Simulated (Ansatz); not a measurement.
A relaxed structure of Cs. Space group Im-3m (No. 229), bcc (W type). These are r2SCAN (plane waves to 500 eV, PAW, scalar-relativistic; Ansatz, an electronic-structure program) values and carry that method's errors.

```cif
data_Cs2
_chemical_formula_sum 'Cs2'
_space_group_name_H-M_alt 'Im-3m'
_space_group_IT_number 229
_space_group_name_Hall '-I 4 2 3'
_cell_length_a 6.27522
_cell_length_b 6.27522
_cell_length_c 6.27522
_cell_angle_alpha 90.000
_cell_angle_beta 90.000
_cell_angle_gamma 90.000
loop_
_atom_site_label
_atom_site_type_symbol
_atom_site_symmetry_multiplicity
_atom_site_Wyckoff_symbol
_atom_site_fract_x
_atom_site_fract_y
_atom_site_fract_z
_atom_site_occupancy
Cs1 Cs 2 a 0.00000 0.00000 0.00000 1
```
(The calculation used a cell of 1 atom; values per cell refer to that cell.)

```yaml
volume_per_atom: 123.55 Å³
band_gap: no gap (metallic)
shortest_distances: 
k-mesh: 11×11×11
```

Band energies at high-symmetry points (eV from the Fermi level; labels of this space group; no spin-orbit coupling), from −5 eV up to 2.4 eV:

```csv
point,energies
Γ,-1.72
H,0.69 0.69
N,0.12 0.71 1.84
P,0.98 0.98 0.98
```

No spin polarisation in the result.

The run could not lose the symmetry of its start.
